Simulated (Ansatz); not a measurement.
Space group F-43m (No. 216). a = 5.934 Å, b = 5.934 Å, c = 5.934 Å, α = 90.00°, β = 90.00°, γ = 90.00°
```json
{"atom": "Be", "site": "16e", "symmetry": ".3m", "x": "0.3761", "y": "0.1239", "z": "0.8761"}
{"atom": "Fe", "site": "4c", "symmetry": "-43m", "x": "0.2500", "y": "0.2500", "z": "0.2500"}
{"atom": "Ge", "site": "4a", "symmetry": "-43m", "x": "0.0000", "y": "0.0000", "z": "0.0000"}
```

Equation of state of this Be4FeGe structure (not necessarily the ground state), with shape and atoms relaxed at each volume where symmetry leaves them free. It has no gap at any of these volumes. Level of theory: DFT r2SCAN, scalar-relativistic, plane waves, PAW (Ansatz 0.2.0).

Plane waves to 500 eV, a k mesh through Γ of 10×10×10 on the computed 6-atom cell and Gaussian smearing (0.10 eV); no spin polarisation.

```
V (Å³/atom) E − E(largest V) (meV/atom) P (GPa)
      8.183                         3.22    11.47
      8.444                       -10.24     5.25
      8.705                       -14.33     0.00
      8.966                       -10.49    -4.43
      9.227                         0.00    -8.12
```

Question: Fit a third-order Birch–Murnaghan equation to E(V).

Answer: V0 = 8.70 Å³/atom, B0 = 162 GPa, B0' = 4.7.